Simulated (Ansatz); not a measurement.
Guessed and relaxed cells of Si3Ru

Recipe of this trial structure of Si3Ru: random cell by space group and Wyckoff sites (I4/mmm, No. 139). Its size is a rough estimate.

start.xyz

```xyz
4
Lattice="-3.0168 3.0168 1.9747 3.0168 -3.0168 1.9747 3.0168 3.0168 -1.9747" Properties=species:S:1:pos:R:3 pbc="T T T"
Si    0.0000    3.0168    0.9874
Si    3.0168    0.0000    0.9874
Si    0.0000    0.0000    1.9747
Ru    0.0000    0.0000    0.0000
```

All numbers below come from Ansatz, DFT PBE, scalar-relativistic, plane waves, PAW. Cutoff 420 eV, Gaussian smearing, Γ-centred meshes. Cell and atoms relax first on a coarse mesh and then on a finer one. In between, the cell is made exact in the group found at 0.06 Å. In metals the finer mesh still leaves noise of several meV/atom or more. The steps can't lower the symmetry of their start. No spin polarisation in the relaxation; trial moments died out in a coarse test.

end.xyz

```xyz
4
Lattice="-2.3791 2.3791 2.4482 2.3791 -2.3791 2.4482 2.3791 2.3791 -2.4482" Properties=species:S:1:pos:R:3 pbc="T T T"
Si    0.0000    2.3791    1.2241
Si    2.3791    0.0000    1.2241
Si    0.0000    0.0000    2.4482
Ru    0.0000    0.0000    0.0000
```

The symmetry stays I4/mmm (No. 139). The volume per atom shrinks by 22.9 %, from 18.0 to 13.9 Å³. The shortest distance goes from 1.97 Å (Si–Ru and Si–Si) to 2.45 Å (Si–Ru and Si–Si). The ratio c/a of the conventional cell changes by a factor of 1.57. The energy falls by about 1.7 eV/atom (the start's value is from the coarse mesh).

For Si3Ru, the volume per atom is 13.86 Å³ and the density is 5.55 g/cm³. The energy over the elements is +0.09 eV/atom and the gap on the 14×14×14 mesh of the 4-atom cell is 0 eV (a metal).

The zero of energy is the elements' standard structures at the same level; no fitted shifts are applied. A positive value: parting into the elements would lower its energy.

The last run used Gaussian smearing of 0.10 eV. Symmetry constrained the relaxation, so the result can be a saddle point. In all, the 3 runs took 110 s on 1 thread of Intel(R) Xeon(R) Platinum 8259CL CPU @ 2.50GHz (Skylake/Cascade Lake), with other jobs on the host. Another cell of Si3Ru relaxed alike, in P4/mmm, lies 98 meV/atom lower, so this cell isn't the stable form at this level.
